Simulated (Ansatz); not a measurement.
SiC in space group P6_422 (No. 181; Si on 3c, C on 3d), the program Ansatz at the PBE level (PAW), all energies at zero smearing, with the estimated change up to a 700 eV cutoff added, with one set of potentials and settings (totals compare only within such a set). Cell of 6 atoms (3 Si, 3 C): -2658.099 eV.

```json
[
 {"element": "Si", "reference phase": "Fd-3m, 2 atoms in the cell", "E (eV/atom)": "-635.8096"},
 {"element": "C", "reference phase": "P6_3/mmc, 4 atoms in the cell", "E (eV/atom)": "-250.9479"}
]
```

Formation energy per atom, worked out: (-2658.099 − 3×(-635.8096) − 3×(-250.9479))/6 = 0.362 eV/atom (35 kJ per mol of atoms), at 0 K, without zero-point energy or fitted corrections.

The start of the workflow was typed in or built on a structure type; neither database checked (COD, Materials Project) lists it. It is not the phase usual at ambient conditions (space group No. 186, 216). Symmetry was held in the PBE relaxation; its stability against distortions is not shown here. Its formation energy is positive at this level, so the cell may be metastable or incomplete. The references are the lowest solids computed at this level, not always the standard phases.

Potentials: the later of the program's two PAW sets.
